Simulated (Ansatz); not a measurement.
Ru:
```xyz
4
Lattice="2.7087 0.0000 0.0000 -1.3543 2.3458 0.0000 0.0000 0.0000 8.7005" Properties=species:S:1:pos:R:3 pbc="T T T"
Ru     0.0000     0.0000     0.0000
Ru     1.3543     0.7819     2.1751
Ru     0.0000     0.0000     4.3503
Ru     0.0000     1.5638     6.5254
```

Relaxed with PBE. Special points in fractions of this cell's reciprocal vectors: Γ (0.000, 0.000, 0.000); M (0.500, 0.000, 0.000); K (0.333, 0.333, 0.000); A (0.000, 0.000, 0.500); L (0.500, 0.000, 0.500); H (0.333, 0.333, 0.500).

Problem. List the band energies nearest the Fermi level at these points for plane-wave PAW PBE with spin–orbit coupling (Ansatz code).

Solution. In eV from the Fermi level; about four levels below and three above (degenerate sets whole), none deeper than 8.9 eV; … stands for higher levels left out; points with the same levels are listed once.

```
k                    below                above
-  -----------------------  -------------------
Γ  -0.17 -0.17 -0.01 -0.01  0.52 0.52 0.60 0.60
M  -0.97 -0.97 -0.91 -0.91  1.48 1.48 1.49 1.49
K  -1.17 -1.17 -1.07 -1.07  0.07 0.07 0.13 0.13
A  -0.36 -0.36 -0.36 -0.36                    …
L  -0.34 -0.34 -0.34 -0.34  0.81 0.81 0.81 0.81
H  -0.36 -0.36 -0.20 -0.20  1.06 1.06 1.15 1.15
```

Space group P6_3/mmc (dhcp (α-La type)). The start of the workflow was typed in or built on a structure type. Its sites differ from those of the usual phase in this space group: another stacking or structure type. Symmetry was held in the PBE relaxation; whether a distortion lowers the energy is not shown. No spin polarisation was allowed.

Potentials: the earlier of the program's two PAW sets.
